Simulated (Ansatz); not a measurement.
In$_{2}$O$_{3}$ (corundum, space group No. 167), plane-wave PAW r²SCAN (Ansatz code), all energies at zero smearing, with the estimated change up to a 700 eV cutoff added, with one set of potentials and settings (totals compare only within such a set). Cell of 10 atoms (4 In, 6 O): -25861.498 eV.

```tsv
element	reference phase	E (eV/atom)
In	I4/mmm, 1 atoms in the cell	-5611.8204
O	C2/m, 4 atoms in the cell, spin-polarised	-566.0281
```

Formation energy per atom, worked out: (-25861.498 − 4×(-5611.8204) − 6×(-566.0281))/10 = -1.805 eV/atom (-174 kJ per mol of atoms), at 0 K, without zero-point energy or fitted corrections.

Space group R-3c (corundum). The workflow started from a Materials Project entry (that database holds measured and hypothetical structures alike); the Crystallography Open Database files this formula in space group No. 167, but the cells were not matched. It is not the phase usual at ambient conditions (space group No. 206). The cell was relaxed with r²SCAN under the symmetry of its start; its stability against distortions is not shown here. The references are the lowest solids computed at this level, not always the standard phases (solids in place of the gases).

Potentials: the later of the program's two PAW sets.
